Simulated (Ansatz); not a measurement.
# Does relaxation matter for the field gradients of NaI with Cl replacing I?

Start: a supercell of NaI (rock salt type, Fm-3m) built from a Materials Project structure (computed, not necessarily an observed phase), with all atoms left at the host's positions.

```cif
data_Na27I26Cl
_symmetry_space_group_name_H-M 'Fm-3m'
_symmetry_Int_Tables_number 225
_cell_length_a 19.3119
_cell_length_b 19.3119
_cell_length_c 19.3119
_cell_angle_alpha 90.000
_cell_angle_beta 90.000
_cell_angle_gamma 90.000
loop_
_atom_site_label
_atom_site_type_symbol
_atom_site_symmetry_multiplicity
_atom_site_Wyckoff_symbol
_atom_site_fract_x
_atom_site_fract_y
_atom_site_fract_z
Na1 Na 32 f 0.3333 0.8333 0.8333
Na2 Na 24 e 0.5000 0.0000 0.8333
Na6 Na 48 h 0.8333 0.1667 0.0000
Na27 Na 4 a 0.0000 0.5000 0.5000
Cl Cl 4 b 0.5000 0.0000 0.0000
I29 I 48 i 0.6667 0.1667 0.0000
I32 I 32 f 0.8333 0.1667 0.1667
I42 I 24 e 0.0000 0.5000 0.3333
```

One atom of each set is listed; the run and its k-mesh use a cell of 54 atoms with edges of 13.66, 13.66, 13.66 Å.

Computed with Ansatz: DFT, PBE, plane waves and PAW, scalar-relativistic, 420 eV cutoff, Γ-centred 2×2×2 k-points, Fermi–Dirac smearing 0.01 eV.

The largest force at the start is 0.23 eV/Å. Relaxing the ions at fixed cell moves them by 0.213 Å at most (atom 2, Na) and 0.074 Å rms.

```tsv
site	moved (Å)	first shell before	first shell after	V_zz before (10²¹ V/m²)	η before
Na2	0.213	5 I at 3.22 Å, 1 Cl at 3.22 Å	1 Cl at 3.01 Å, 5 I at 3.21–3.38 Å	0.10	0.00
Na6	0.010	6 I at 3.22 Å	6 I at 3.21–3.24 Å	<0.005	–
Cl	0.000	6 Na at 3.22 Å	6 Na at 3.01 Å	0.00	–
I29	0.023	6 Na at 3.22 Å	6 Na at 3.21–3.24 Å	0.19	0.17
I32	0.001	6 Na at 3.22 Å	6 Na at 3.22 Å	<0.005	–
I42	0.048	6 Na at 3.22 Å	6 Na at 3.21–3.38 Å	<0.005	–
```

(1) How do the gradients change?

Answers

(1) 

| site | V_zz after | η after | change of V_zz |
| --- | --- | --- | --- |
| Na2 | 0.18 | 0.00 | +0.08 |
| Na6 | 0.032 | 0.93 | +0.03 |
| Cl | 0.00 | – | 0.00 |
| I29 | 3.03 | 0.70 | +2.84 |
| I32 | -0.24 | 0.00 | -0.24 |
| I42 | -0.72 | 0.00 | -0.72 |

The largest change of V_zz is on I29, from 0.19 to 3.03. On I29 V_xx and V_yy change places (or their axes turn by over 50°), so the two values of η hide a larger change. Other sites with |V_zz| of 0.02 or less aren't listed.

The defect repeats with the cell of 54 atoms, so it feels its images: sites between two images don't show the values beside a lone defect, and zeros or small values of η there can come from the images' arrangement. Without spin–orbit coupling the gradients at and beside I can be off by some per cent, at some sites by more.
Before: The neighbours have not yet relaxed around the defect (largest force 0.23 eV/Å), so a real crystal will differ.
After: The relaxation keeps the site symmetry m-3m of the start, so the impurity can't leave its site; a start off the site could end lower.
